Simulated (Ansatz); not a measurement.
All numbers below come from DFT PBE, scalar-relativistic, plane waves, PAW (Ansatz). Settings: cutoff 420 eV, Γ-centred meshes spaced at most about 0.3 Å⁻¹, and about 0.25 Å⁻¹ or finer for metals (2π included), Gaussian smearing. No spin polarisation in the final relaxations.

Temperature and zero-point effects are left out.

Compare these two cells of TaGe3Pd2, each relaxed at this level.

A.

```yaml
crystal:
  lattice:
    - [5.36178, 0.00000, 0.00000]
    - [-2.68089, 4.64344, 0.00000]
    - [0.00000, 0.00000, 4.22790]
  atoms:
    - { symbol: Ta, position: [0.00000, 0.00000, 0.00000] }
    - { symbol: Ge, position: [0.50000, 0.00000, 0.50000] }
    - { symbol: Ge, position: [0.50000, 0.50000, 0.50000] }
    - { symbol: Ge, position: [0.00000, 0.50000, 0.50000] }
    - { symbol: Pd, position: [0.33333, 0.66667, 0.00000] }
    - { symbol: Pd, position: [0.66667, 0.33333, 0.00000] }
```

B.

```yaml
crystal:
  lattice:
    - [3.18985, 0.00000, 0.00000]
    - [0.00000, 3.18985, 0.00000]
    - [0.00000, 0.00000, 9.51725]
  atoms:
    - { symbol: Ta, position: [0.50000, 0.50000, 0.00000] }
    - { symbol: Ge, position: [0.00000, 0.00000, 0.83179] }
    - { symbol: Ge, position: [0.00000, 0.00000, 0.16821] }
    - { symbol: Ge, position: [0.00000, 0.00000, 0.50000] }
    - { symbol: Pd, position: [0.50000, 0.50000, 0.33037] }
    - { symbol: Pd, position: [0.50000, 0.50000, 0.66963] }
```

Question: Which is lower in energy, and by how much?

Answer: B is lower, by 0.45 eV/atom. A has space group P6/mmm (No. 191), 17.5 Å³/atom and no gap on its mesh; B has space group P4/mmm (No. 123), 16.1 Å³/atom and no gap. Counting Ge atoms around Pd and Ta (those within 1.25 times the shortest such distance or 1.15 times the sum of covalent radii, 1.27 where that leaves under three), A has Ta 12, Pd 6 and B has Ta 8, Pd 8. The denser one is the lower, and pressure would at first widen the difference. In A, around Ta lie 6 Pd at 3.10 Å and 12 Ge at 3.41 Å; around Ge lie 4 Pd at 2.62 Å, 4 Ge at 2.68 Å and 4 Ta at 3.41 Å; around Pd lie 6 Ge at 2.62 Å, 3 Ta at 3.10 Å and 3 Pd at 3.10 Å. In B, Ta has 8 Ge at 2.77 Å, 2 Pd at 3.14 Å and 4 Ta at 3.19 Å; around Ge on a site of symmetry 4mm lie 4 Pd at 2.73 Å, 4 Ta at 2.77 Å and 6 Ge at 3.16–3.20 Å; Pd is surrounded by 8 Ge at 2.73–2.77 Å, 1 Ta at 3.14 Å and 5 Pd at 3.19–3.23 Å; 1 more site not described. Both come from invented guesses.

These runs have no spin–orbit coupling, which can matter for Ta. Cells relaxed within their symmetry can be saddle points.
